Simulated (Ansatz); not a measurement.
SiGe:
```yaml
crystal:
  lattice:
    - [3.61490, 0.00000, 0.00000]
    - [-1.80745, 3.13060, 0.00000]
    - [0.00000, 0.00000, 3.19393]
  atoms:
    - { symbol: Ge, position: [0.00000, 0.00000, 0.00000] }
    - { symbol: Si, position: [0.66667, 0.33333, 0.50000] }
```

Relaxed with r²SCAN. Special points in fractions of this cell's reciprocal vectors: Γ (0.000, 0.000, 0.000); M (0.500, 0.000, 0.000); K (0.333, 0.333, 0.000); A (0.000, 0.000, 0.500); L (0.500, 0.000, 0.500); H (0.333, 0.333, 0.500).

Problem. List the band energies nearest the Fermi level at these points for r²SCAN in the plane-wave PAW code Ansatz.

Solution. In eV from the Fermi level; about four levels below and three above (degenerate sets whole), none deeper than 8.9 eV; points with the same levels are listed once.

```tsv
k	below	above
Γ	-0.42 -0.42 -0.13	0.59 3.54 3.54
M	-2.69	0.42 2.47 4.82
K	-5.69	3.70 3.79 5.76
A	–	2.97 2.97 3.03 3.03
L	-7.76 -6.90 -5.17 -4.86	0.94 1.23 4.04
H	-5.29 -5.22 -1.98 -1.71	9.07 9.86 10.93
```

Space group P-6m2. The cell is a constructed one: a structure type filled with these elements; neither database checked (COD, Materials Project) lists it. Whether it is the stable phase at ambient conditions was not checked. The r²SCAN relaxation kept the symmetry of its start; whether a distortion lowers the energy is not shown. Spin–orbit coupling is left out wherever it is not named.

Potentials: the later of the program's two PAW sets.
